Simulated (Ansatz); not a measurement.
## GdCoSi: what a change of basis.xc_grid, scf.occupations.method, scf.occupations.width, scf.initial_density.chi_scale does

Level of theory: PBEsol, collinear spin, scalar-relativistic; Ansatz, plane waves to 420 eV (PAW set soft_2), k-mesh 3×3×3. These are the settings of the reference run.

Cell:

```
cell
1.0
    -7.8014    0.0000    0.0000
     0.0000    7.8014    0.0000
     3.9007   -3.9007   -6.7285
Co Gd Si
8 8 8
Direct
  0.0000 0.5000 0.0000
  0.0000 0.0000 0.0000
  0.5000 0.5000 0.0000
  0.5000 0.0000 0.0000
  0.2500 0.2500 0.0000
  0.2500 0.7500 0.0000
  0.7500 0.2500 0.0000
  0.7500 0.7500 0.0000
  0.8387 0.0887 0.6774
  0.8387 0.5887 0.6774
  0.3387 0.0887 0.6774
  0.3387 0.5887 0.6774
  0.9113 0.1613 0.3226
  0.9113 0.6613 0.3226
  0.4113 0.1613 0.3226
  0.4113 0.6613 0.3226
  0.0917 0.8417 0.1835
  0.0917 0.3417 0.1835
  0.5917 0.8417 0.1835
  0.5917 0.3417 0.1835
  0.1583 0.9083 0.8165
  0.1583 0.4083 0.8165
  0.6583 0.9083 0.8165
  0.6583 0.4083 0.8165
```

The reference run of this cell is solved again as a single point with these keys changed:

| key | reference run | changed run |
| --- | --- | --- |
| basis.xc_grid | 2 | 4 |
| scf.occupations.method | gaussian | fermi_dirac |
| scf.occupations.width | 0.05 | 0.15 |
| scf.initial_density.chi_scale | not typed | 0.0 |

How far do the results move?



```
                                    quantity  reference run  changed run
energy, changed less reference (meV an atom)              0          1.3
                              pressure (GPa)            0.1          0.5
                        largest force (eV/Å)           0.02         0.10
                        gap on the mesh (eV)           0.00         0.00
                     moment of the cell (μB)          58.24        58.24
```

The energy moves by 1.3 meV an atom (0.03 eV for the cell). It took 23 iterations.

Caveats: the reference run: Gd without a U keeps its half-filled shell, but its 4f levels lie too near the Fermi level; the reference run: open f or d shells may hold a state above the lowest; a single point, atoms not relaxed again.
